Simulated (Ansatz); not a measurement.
Question: Name crystals whose computed values (plane-wave PAW r²SCAN (Ansatz code)) fall in these windows: G_Hill (GPa) 0.68 to 0.82; gap (eV) 6.7 to 9.0.

Answer: 

```json
[
 {"crystal": "N, P4_2/mnm (N on 4f)", "G_Hill (GPa)": "0.7", "gap (eV)": "7.90"}
]
```
Others may fit too.

Not the usual ambient phase: N, P4_2/mnm (N on 4f). Gas or liquid at ambient conditions: N, P4_2/mnm (N on 4f). Weakly bound layers, chains or molecules computed without a dispersion correction, so cells and soft constants are ill determined: N, P4_2/mnm (N on 4f). The cell was relaxed under the symmetry of its start.

Potentials: the later of the program's two PAW sets.
